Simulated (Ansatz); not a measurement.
A distorted cell of TaN (space group P6/mmm):

```
CELL_PARAMETERS angstrom
      5.30368     0.00000     0.00000
     -2.65184     4.59312     0.00000
      0.00000     0.00000     2.96314
ATOMIC_POSITIONS crystal
  Ta 0.00000 0.00000 0.00000
  Ta 0.33333 0.66667 0.50000
  Ta 0.66667 0.33333 0.50000
  N  0.50000 0.00000 0.00000
  N  0.50000 0.50000 0.00000
  N  0.00000 0.50000 0.00000
```

All values below come from PBEsol (plane waves to 420 eV, PAW, scalar-relativistic; Ansatz, a first-principles code). k mesh 10×10×16 (Γ-centred), Fermi-Dirac smearing 0.05 eV. The energy includes the smearing's −TS. Compression counts positive. Spin-orbit coupling is left out, though Ta is heavy. TaN is run without spin polarisation. TaN was relaxed with its symmetry unable to fall. This is one of several known forms of TaN; the measured ambient cells at hand have space group No. 189.

**Question.** What is the stress tensor (GPa)?

**Answer.** 
```
  -14.4      0.0      0.0
    0.0    -14.4      0.0
    0.0      0.0    -20.8
```
The pressure, a third of the trace, is -16.5 GPa.

**Question.** It is the relaxed cell scaled evenly to V/V₀ = 1.060, atoms relaxed where free. What is its energy relative to the relaxed cell?

**Answer.** 37 meV/atom.

(Under strain, the slope of the energy per volume gives the stress and its curvature an elastic modulus.)
